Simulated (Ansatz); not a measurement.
(111) slab cut from the bulk of HfC, 15 Å of vacuum:

```
CELL_PARAMETERS angstrom
3.28910 0.00000 0.00000
-1.64455 2.84845 0.00000
0.00000 0.00000 25.74216
ATOMIC_POSITIONS crystal
Hf 0.33333 0.66667 0.29135
C 0.66667 0.33333 0.34351
Hf 0.00000 0.00000 0.39568
C 0.33333 0.66667 0.44784
Hf 0.66667 0.33333 0.50000
C 0.00000 0.00000 0.55216
Hf 0.33333 0.66667 0.60432
C 0.66667 0.33333 0.65649
Hf 0.00000 0.00000 0.70865
```

The calculation used DFT PBE, scalar-relativistic, plane waves, PAW (Ansatz). Cutoff 420 eV; k points 12×12×1 on the computed 9-atom cell (Γ-centred); Gaussian smearing, width 0.10 eV; no spin polarisation. The cell repeats along c with a dipole correction in the vacuum.

This base run converges in 10 iterations with a largest force of 1.634 eV/Å and a work function of 4.57 eV on the top face.

Settings are then changed, some of them on purpose to poor values; changes count from the base run. The slab isn't stoichiometric, so no surface energy is given.

Q: What happens with vacuum of 22 Å?

A: It converges in 10 iterations; ΔE at zero smearing (meV/atom) 0.0, Δφ top (eV) 0.00, largest force (eV/Å) 1.635.

Q: What happens with the slab 2 repeats of the bulk cell thicker?

A: It converges in 10 iterations; Δφ top (eV) 0.00, largest force (eV/Å) 1.524.

Q: What happens with at most 5 SCF iterations?

A: It doesn't converge (5 iterations).

Q: What happens with mixing β = 0.02?

A: It converges in 11 iterations; ΔE at zero smearing (meV/atom) 0.0, Δφ top (eV) 0.00, largest force (eV/Å) 1.634.

Q: What happens with occupations cold 0.2 eV?

A: It converges in 9 iterations; ΔE at zero smearing (meV/atom) -0.2, Δφ top (eV) +0.02, largest force (eV/Å) 1.637.

Settings at which electrons spill into the vacuum are left out.

Spin-orbit coupling is left out, which matters for the bands of heavy elements.
